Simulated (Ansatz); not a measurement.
Ba3CaTa2O9:
```cif
data_Ba3CaO9Ta2
_chemical_formula_sum 'Ba3 Ca1 Ta2 O9'
_space_group_name_H-M_alt 'P 1'
_space_group_IT_number 1
_cell_length_a 5.81881
_cell_length_b 5.81881
_cell_length_c 7.18764
_cell_angle_alpha 90.000
_cell_angle_beta 90.000
_cell_angle_gamma 120.000
loop_
_space_group_symop_operation_xyz
  'x, y, z'
loop_
_atom_site_label
_atom_site_type_symbol
_atom_site_fract_x
_atom_site_fract_y
_atom_site_fract_z
_atom_site_occupancy
Ba1 Ba 0.66667 0.33333 0.33500 1
Ba2 Ba 0.33333 0.66667 0.66500 1
Ba3 Ba 0.00000 0.00000 0.00000 1
Ca1 Ca 0.00000 0.00000 0.50000 1
Ta1 Ta 0.66667 0.33333 0.83222 1
Ta2 Ta 0.33333 0.66667 0.16778 1
O1 O 0.17587 0.82413 0.31427 1
O2 O 0.82413 0.17587 0.68573 1
O3 O 0.17587 0.35174 0.31427 1
O4 O 0.82413 0.64826 0.68573 1
O5 O 0.64826 0.82413 0.31427 1
O6 O 0.35174 0.17587 0.68573 1
O7 O 0.50000 0.50000 0.00000 1
O8 O 0.50000 0.00000 0.00000 1
O9 O 0.00000 0.50000 0.00000 1
```

Relaxed with LDA.

Give the optical modes at the zone centre with their infrared activity from DFPT, LDA in the plane-wave PAW code Ansatz.

Transverse frequencies, without the LO–TO term; a row sums one degenerate level.

| ω (cm⁻¹) | degeneracy | IR ((D/Å)²/amu) | activity |
|---|---|---|---|
| 32i | 1 | 0.00 | IR-inactive |
| 57 | 2 | 29.61 | IR |
| 65 | 1 | 0.00 | IR-inactive |
| 81 | 1 | 0.00 | IR-inactive |
| 82 | 1 | 11.68 | IR |
| 83 | 2 | 0.00 | IR-inactive |
| 95 | 2 | 0.88 | IR |
| 100 | 1 | 6.12 | IR |
| 103 | 2 | 0.00 | IR-inactive |
| 107 | 2 | 27.05 | IR |
| 171 | 2 | 43.45 | IR |
| 201 | 1 | 0.00 | IR-inactive |
| 203 | 2 | 70.88 | IR |
| 215 | 1 | 0.00 | IR-inactive |
| 228 | 2 | 0.00 | IR-inactive |
| 238 | 1 | 53.56 | IR |
| 297 | 2 | 0.60 | IR |
| 310 | 1 | 0.18 | IR |
| 328 | 2 | 0.00 | IR-inactive |
| 381 | 2 | 0.00 | IR-inactive |
| 385 | 1 | 0.00 | IR-inactive |
| 399 | 1 | 0.72 | IR |
| 537 | 2 | 51.75 | IR |
| 582 | 1 | 52.28 | IR |
| 652 | 2 | 0.00 | IR-inactive |
| 659 | 2 | 55.34 | IR |
| 837 | 1 | 0.00 | IR-inactive |
| 846 | 1 | 2.58 | IR |

How high does the top mode go among those that the LO–TO term moves?

752 cm⁻¹ for q along x, 752 cm⁻¹ for q along y, 853 cm⁻¹ for q along z.

Space group P-3m1. The workflow started from a Materials Project entry (that database holds measured and hypothetical structures alike); the Crystallography Open Database copy checked does not list it. Its standing as an ambient phase is unchecked. The cell was relaxed with LDA under the symmetry of its start; of distortions, only those at the zone centre were tested, and some modes there are weakly imaginary. No spin polarisation was allowed. Spin–orbit coupling is left out wherever it is not named.

Potentials: the later of the program's two PAW sets.
